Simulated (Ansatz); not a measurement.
GaMo3N:
```
GaMo3N
1.0
    4.10304     0.00000     0.00000
    0.00000     4.10304     0.00000
    0.00000     0.00000     4.10304
Ga Mo N
1 3 1
Direct
  0.00000   0.00000   0.00000
  0.00000   0.50000   0.50000
  0.50000   0.00000   0.50000
  0.50000   0.50000   0.00000
  0.50000   0.50000   0.50000
```

Relaxed with PBE. Special points in fractions of this cell's reciprocal vectors: Γ (0.000, 0.000, 0.000); X (0.000, 0.500, 0.000); M (0.500, 0.500, 0.000); R (0.500, 0.500, 0.500).

Task: List the band energies nearest the Fermi level at these points for PBE (plane waves, PAW; program Ansatz).

Result: In eV from the Fermi level; about four levels below and three above (degenerate sets whole), none deeper than 8.9 eV; points with the same levels are listed once.

```
k                                below                     above
-  -----------------------------------  ------------------------
Γ        -3.97 -3.97 -3.97 -3.45 -3.45            0.24 0.24 0.24
X        -3.26 -3.26 -1.81 -0.81 -0.58            0.13 0.13 0.64
M              -1.49 -1.49 -1.45 -1.45            0.00 0.25 0.75
R  -1.57 -1.57 -1.57 -1.46 -1.46 -1.46  1.02 1.02 2.92 2.92 2.92
```

Space group Pm-3m (anti-perovskite). The start of the workflow was typed in or built on a structure type; neither database checked (COD, Materials Project) lists it. Its standing as an ambient phase is unchecked. The PBE relaxation kept the symmetry of its start; whether a distortion lowers the energy is not shown. The workflow began spin-polarised and lost its moments. The volume moved by 15 % from the start of the relaxation. Scalar-relativistic: spin–orbit coupling is off unless named, which matters more the heavier the elements.

Potentials: the later of the program's two PAW sets.
